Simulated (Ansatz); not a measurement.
SnS2:
Space group P-3m1 (No. 164); a = b = 3.632 Å, c = 5.701 Å, α = β = 90.00°, γ = 120.00°

```csv
atom,site,symmetry,x,y,z
Sn,1a,-3m.,0.0000,0.0000,0.0000
S,2d,3m.,0.3333,0.6667,0.2574
```

Relaxed with LDA.

Which orbitals make up the states near the band edges in DFT-LDA in the program Ansatz with PAW potentials?

Top 1 eV of the valence band: S 3p 96 %. Bottom 1 eV of the conduction band: S 3p 56 %, Sn 5s 34 %, outside the projected shells 7 %. Projections are on Löwdin-orthogonalised atomic valence shells; empty p or d shells of many metals are not among them.

Tabulate the density of states.

States/eV per cell of 3 atoms, in 0.25 eV bins, energy from the valence-band maximum.

```
E (eV)  total  S 3p  Sn 5p  Sn 5s
------  -----  ----  -----  -----
-7.85    0.00  0.00   0.00   0.00
-7.60    0.17  0.06   0.00   0.10
-7.35    1.74  0.66   0.00   0.94
-7.10    1.31  0.49   0.01   0.65
-6.85    0.83  0.30   0.01   0.39
-6.60    0.71  0.25   0.01   0.32
-6.35    0.65  0.23   0.00   0.27
-6.10    0.87  0.35   0.00   0.31
-5.85    0.77  0.32   0.00   0.23
-5.60    0.43  0.17   0.00   0.13
-5.35    0.27  0.10   0.00   0.08
-5.10    0.53  0.28   0.11   0.05
-4.85    0.99  0.60   0.29   0.02
-4.60    1.66  1.05   0.51   0.00
-4.35    1.61  1.03   0.47   0.00
-4.10    1.19  0.79   0.32   0.01
-3.85    1.15  0.78   0.28   0.01
-3.60    1.62  1.12   0.38   0.02
-3.35    1.71  1.22   0.38   0.02
-3.10    2.18  1.62   0.44   0.02
-2.85    2.45  1.81   0.51   0.02
-2.60    2.28  1.70   0.45   0.02
-2.35    1.94  1.50   0.33   0.02
-2.10    1.69  1.34   0.25   0.01
-1.85    1.64  1.40   0.18   0.01
-1.60    1.69  1.47   0.15   0.01
-1.35    2.60  2.32   0.18   0.02
-1.10    2.92  2.66   0.15   0.02
-0.85    2.88  2.70   0.08   0.02
-0.60    4.59  4.41   0.05   0.01
-0.35    2.44  2.36   0.01   0.00
-0.10    0.47  0.45   0.00   0.00
0.15     0.00  0.00   0.00   0.00
0.40     0.00  0.00   0.00   0.00
0.65     0.00  0.00   0.00   0.00
0.90     0.00  0.00   0.00   0.00
1.15     0.16  0.08   0.00   0.05
1.40     0.62  0.34   0.01   0.21
1.65     1.16  0.65   0.03   0.38
1.90     1.54  0.87   0.05   0.52
2.15     1.53  0.85   0.06   0.52
2.40     1.77  0.99   0.07   0.61
2.65     1.13  0.61   0.04   0.40
2.90     0.09  0.05   0.00   0.03
3.15     0.00  0.00   0.00   0.00
3.40     0.05  0.00   0.03   0.00
3.65     0.15  0.01   0.09   0.00
3.90     0.20  0.02   0.12   0.00
4.15     0.48  0.07   0.27   0.00
4.40     1.59  0.29   0.83   0.01
4.65     1.72  0.35   0.90   0.01
4.90     2.23  0.47   1.28   0.01
5.15     1.77  0.40   1.03   0.00
5.40     1.97  0.43   0.99   0.00
5.65     3.58  0.77   1.61   0.01
5.90     3.26  0.76   1.55   0.01
```

The cell was relaxed with LDA under the symmetry of its start. A crystal of weakly bound layers computed without a dispersion correction: the cell and the soft elastic constants depend strongly on that. Spin–orbit coupling is left out wherever it is not named.

Potentials: the later of the program's two PAW sets.
